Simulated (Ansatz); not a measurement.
RbLuSe₂:
```yaml
crystal:
  lattice:
    - [2.06986, 1.19504, 7.93341]
    - [-2.06986, 1.19504, 7.93341]
    - [0.00000, -2.39007, 7.93341]
  atoms:
    - { symbol: Se, position: [0.23089, 0.23089, 0.23089] }
    - { symbol: Se, position: [0.76911, 0.76911, 0.76911] }
    - { symbol: Lu, position: [0.50000, 0.50000, 0.50000] }
    - { symbol: Rb, position: [0.00000, 0.00000, 0.00000] }
```

Relaxed with r²SCAN.

**Question.** Give the Bader charges and basin volumes of the independent atoms, the program Ansatz at the r²SCAN level (PAW).

**Answer.** 

| atom | Bader charge (e) | Bader volume (Å³) |
|---|---|---|
| Se1 | -1.37 | 37.4 |
| Lu3 | +1.94 | 14.9 |
| Rb4 | +0.79 | 28.1 |

Space group R-3m. The workflow started from an entry of the Crystallography Open Database (COD, 153 K). Its standing as an ambient phase is unchecked. The r²SCAN relaxation kept the symmetry of its start; its stability against distortions is not shown here. Spin–orbit coupling is left out wherever it is not named.

Potentials: the later of the program's two PAW sets.
